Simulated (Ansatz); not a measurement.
TiO₂ (anatase)

```
CELL_PARAMETERS angstrom
     -1.88893     1.88893     4.79189
      1.88893    -1.88893     4.79189
      1.88893     1.88893    -4.79189
ATOMIC_POSITIONS crystal
  Ti 0.50000 0.50000 0.00000
  Ti 0.25000 0.75000 0.50000
  O  0.29273 0.29273 0.00000
  O  0.04273 0.54273 0.50000
  O  0.45727 0.95727 0.50000
  O  0.70727 0.70727 0.00000
```

Two coordinates are scanned: the volume, and the ratio of the stretch along z (the conventional c axis) to the stretch across it. Atoms keep their fractional coordinates.

Level of theory: r2SCAN (plane waves to 500 eV, PAW, scalar-relativistic; Ansatz, an electronic-structure program). k mesh 12×12×12 (Γ-centred), Fermi-Dirac smearing 0.05 eV. The energy includes the smearing's −TS. Compression counts positive. As the atoms are clamped, bonds stretch with the cell, which overstates energies and stresses. TiO2 is run without spin polarisation. TiO2 was relaxed with its symmetry unable to fall. The zero of ΔE is the relaxed starting cell.

ΔE (meV/atom), with V/V₀ across and (c/a)/(c/a)₀ down:

```csv
(c/a)/(c/a)₀ \ V/V₀,0.960,0.980,1.000,1.020,1.040
0.960,27.1,15.2,10.4,12.3,20.0
0.980,17.3,6.3,2.5,5.2,13.8
1.000,13.9,3.4,0.0,3.1,12.1
1.020,16.1,5.6,2.3,5.4,14.3
1.040,23.3,12.3,8.6,11.4,20.0
```

σzz (GPa), with V/V₀ across and (c/a)/(c/a)₀ down:

```tsv
(c/a)/(c/a)₀ \ V/V₀	0.960	0.980	1.000	1.020	1.040
0.960	20.6	14.2	8.3	3.1	-1.7
0.980	15.1	9.2	3.8	-1.0	-5.4
1.000	10.5	5.0	0.0	-4.5	-8.5
1.020	6.5	1.4	-3.2	-7.3	-11.0
1.040	3.3	-1.5	-5.7	-9.6	-13.0
```

Key numbers:

```
Item                                                                                                                                 Value
--------------------------------------------------------------------------------------  --------------------------------------------------
Modulus against c/a change at fixed volume, (3/4V)·∂²E/∂(ln c/a)² (fit, atoms clamped)    124 GPa, an upper bound as the atoms could relax
Lowest place on the grid                                                                 V/V₀ = 1.000, (c/a)/(c/a)₀ = 1.000 (0.0 meV/atom)
Highest place on the grid                                                               V/V₀ = 0.960, (c/a)/(c/a)₀ = 0.960 (27.1 meV/atom)
```

The 25 points together took very roughly 23 core-minutes.

(A scan under strain: stresses follow from slopes of the energy per volume, elastic moduli from its curvatures.)
